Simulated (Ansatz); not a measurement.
This Ansatz input for NiAs-type MoS was spoiled on purpose:

```yaml
crystal:
  lattice:
    - [3.741787499325, 2.886752581479e-11, 0.0]
    - [-1.870893749687, 3.240483029964, 0.0]
    - [0.0, 0.0, 5.2106342672]
  atoms:
    - { symbol: MOx, position: [0.0, 0.0, 0.0], spin: 3.0 }
    - { symbol: Mo, position: [0.0, 0.0, 0.5], spin: 3.0 }
    - { symbol: S, position: [0.3333333333333, 0.6666666666667, 0.25] }
    - { symbol: S, position: [0.6666666666667, 0.3333333333333, 0.75] }
basis:
  ecutwfc: 420
  ecutrho_ratio: 4
kpoints:
  mp_grid: { grid: [10, 10, 6] }
hamiltonian:
  xc: pbe
scf:
  occupations: { method: gaussian, width: 0.05 }
  max_iter: 75
output:
  forces: true
  stress: true
magnetization:
  spin_polarized: true
```

Launched as:
```sh
ansatz run input.yaml --threads 2 --pin off --max-ram 2662MiB --backend cpu --events-out ev --progress --plain --runs-dir out
```

Problem. What is wrong with it?

Solution. An unknown element. Against the sound input: crystal.atoms[0].symbol: "Mo" → "MOx" (the cap on iterations is only a precaution).

What the program printed:

```
Error: YAML parse error: error: line 7 column 17: `MOx` is not an element symbol (H … Og, case-exact)
```

The input was refused before any iteration. Run time: 0.02 s on 2 threads of Arm Neoverse V1 (shared host), peak memory 0.02 GiB. The run before the change (PBE, 420 eV, 10×10×6 mesh) gave:

```tsv
run	P (GPa)	gap on the mesh (eV)	cell moment (μB)	largest force component (eV/Å)
sound	0.0	metal	0.00	0.000
```

The two runs also differ in their start: the sound one had the moments 0.05, 0.05, 0.00, 0.00 μB typed, and went on from the state of an earlier run.

The start was a prototype's sites filled with these elements, not a measured cell.
